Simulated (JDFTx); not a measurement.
An input for a modified build of JDFTx (W(100), CANDLE, water, 1 M NaF; bohr, hartree) and the course of its log:

```
lattice \
  5.9910365274 0.0000000000 0.0000000000 \
  0.0000000000 5.9910365274 0.0000000000 \
  0.0000000000 0.0000000000 42.1408925792
coords-type Lattice
ion W 0.0000000000 0.0000000000 -0.1421668160 0
ion W 0.5000000000 0.5000000000 -0.0710834080 0
ion W 0.0000000000 0.0000000000 0.0000000000 0
ion W 0.5000000000 0.5000000000 0.0710834080 0
ion W 0.0000000000 0.0000000000 0.1421668160 0
ion-species pseudo/w_pbe_v1.2.upf
elec-cutoff 20 100
elec-ex-corr gga-PBE
coulomb-interaction Slab 001
coulomb-truncation-embed 0 0 0
kpoint-folding 8 8 1
elec-smearing Fermi 0.01
elec-n-bands 47
target-mu -0.157655
electronic-scf nIterations 100 energyDiffThreshold 1e-10
fluid LinearPCM
pcm-variant CANDLE
fluid-solvent H2O
fluid-cation Na+ 1
fluid-anion F- 1
fluid-minimize nIterations 400 knormThreshold 1e-11
wavefunction read f0.wfns
elec-initial-eigenvals f0.eigenvals
elec-initial-fillings read f0.fillings
fluid-initial-state f0.fluidState
dump-name f0_u0.$VAR
dump End State Ecomponents EigStats BandEigs Forces ElecDensity IonicPositions Fillings Kpoints Dtot FluidDebug BoundCharge FluidDensity
```

```
[one cycle in 5 is shown, and the last three; fluid-solver lines are left out]
	FillingsUpdate:  mu: -0.157655000  nElectrons: 67.242996
SCF: Cycle:  0   G: -330.080507850335607   dG: +2.309e+00   |Residual|: 1.474e-01   |deigs|: 3.410e-09
	FillingsUpdate:  mu: -0.157655000  nElectrons: 69.564928
SCF: Cycle:  5   G: -332.345404380750551   dG: -1.920e-02   |Residual|: 2.127e-02   |deigs|: 8.550e-04
	FillingsUpdate:  mu: -0.157655000  nElectrons: 69.724321
SCF: Cycle: 10   G: -332.381212436585713   dG: -1.732e-03   |Residual|: 1.013e-02   |deigs|: 1.239e-04
	FillingsUpdate:  mu: -0.157655000  nElectrons: 69.671454
SCF: Cycle: 15   G: -332.381315497400578   dG: +9.222e-03   |Residual|: 9.914e-03   |deigs|: 1.396e-03
	FillingsUpdate:  mu: -0.157655000  nElectrons: 69.860775
SCF: Cycle: 20   G: -332.389605595039484   dG: +1.141e-03   |Residual|: 3.504e-03   |deigs|: 5.001e-04
	FillingsUpdate:  mu: -0.157655000  nElectrons: 69.802800
SCF: Cycle: 25   G: -332.390767368092156   dG: -3.698e-07   |Residual|: 4.845e-05   |deigs|: 2.210e-05
	FillingsUpdate:  mu: -0.157655000  nElectrons: 69.804536
SCF: Cycle: 30   G: -332.390766015636984   dG: +1.431e-06   |Residual|: 1.167e-04   |deigs|: 2.404e-05
	FillingsUpdate:  mu: -0.157655000  nElectrons: 69.802046
SCF: Cycle: 35   G: -332.390767455422747   dG: -5.596e-07   |Residual|: 1.765e-05   |deigs|: 8.601e-06
	FillingsUpdate:  mu: -0.157655000  nElectrons: 69.801001
SCF: Cycle: 40   G: -332.390766673809878   dG: +8.069e-07   |Residual|: 7.185e-05   |deigs|: 1.482e-05
	FillingsUpdate:  mu: -0.157655000  nElectrons: 69.802805
SCF: Cycle: 45   G: -332.390767464411283   dG: -3.135e-08   |Residual|: 2.602e-05   |deigs|: 7.590e-06
	FillingsUpdate:  mu: -0.157655000  nElectrons: 69.799981
SCF: Cycle: 50   G: -332.390765323122139   dG: +2.181e-06   |Residual|: 1.261e-04   |deigs|: 2.230e-05
	FillingsUpdate:  mu: -0.157655000  nElectrons: 69.802746
SCF: Cycle: 55   G: -332.390767477717532   dG: -4.697e-09   |Residual|: 3.522e-05   |deigs|: 3.712e-06
	FillingsUpdate:  mu: -0.157655000  nElectrons: 69.802164
SCF: Cycle: 60   G: -332.390767478599003   dG: -5.561e-07   |Residual|: 1.362e-05   |deigs|: 9.112e-06
	FillingsUpdate:  mu: -0.157655000  nElectrons: 69.801925
SCF: Cycle: 65   G: -332.390767440849686   dG: +5.668e-08   |Residual|: 2.855e-05   |deigs|: 4.691e-06
	FillingsUpdate:  mu: -0.157655000  nElectrons: 69.802905
SCF: Cycle: 70   G: -332.390767443524794   dG: +3.313e-08   |Residual|: 4.993e-05   |deigs|: 4.964e-06
	FillingsUpdate:  mu: -0.157655000  nElectrons: 69.802209
SCF: Cycle: 75   G: -332.390767482786373   dG: -9.008e-07   |Residual|: 1.429e-05   |deigs|: 1.272e-05
	FillingsUpdate:  mu: -0.157655000  nElectrons: 69.802745
SCF: Cycle: 80   G: -332.390767476589645   dG: +2.495e-08   |Residual|: 2.306e-05   |deigs|: 4.790e-06
	FillingsUpdate:  mu: -0.157655000  nElectrons: 69.802090
SCF: Cycle: 85   G: -332.390767469984041   dG: -2.410e-07   |Residual|: 1.582e-05   |deigs|: 7.155e-06
	FillingsUpdate:  mu: -0.157655000  nElectrons: 69.802088
SCF: Cycle: 90   G: -332.390767478377199   dG: +2.823e-08   |Residual|: 2.006e-05   |deigs|: 3.083e-06
	FillingsUpdate:  mu: -0.157655000  nElectrons: 69.802415
SCF: Cycle: 95   G: -332.390767507182545   dG: -5.425e-08   |Residual|: 9.602e-06   |deigs|: 6.566e-06
	FillingsUpdate:  mu: -0.157655000  nElectrons: 69.802226
SCF: Cycle: 97   G: -332.390767491128088   dG: -4.111e-08   |Residual|: 1.044e-05   |deigs|: 2.392e-06
	FillingsUpdate:  mu: -0.157655000  nElectrons: 69.802920
SCF: Cycle: 98   G: -332.390767437596821   dG: +5.353e-08   |Residual|: 4.192e-05   |deigs|: 4.712e-06
	FillingsUpdate:  mu: -0.157655000  nElectrons: 69.801680
SCF: Cycle: 99   G: -332.390767318516509   dG: +1.191e-07   |Residual|: 3.615e-05   |deigs|: 8.659e-06
SCF: None of the convergence criteria satisfied after 100 iterations.
IonicMinimize: Iter:   0  G: -332.390767318516509  |grad|_K:  0.000e+00
IonicMinimize: Converged (|grad|_K<1.000000e-04).
```

This run gave no converged result. The loop ran out of cycles short of its threshold. It has stalled and not diverged: the last ten energies span 1e-06 Ha, so the total is near its end, but levels, forces and the electron count aren't shown converged.
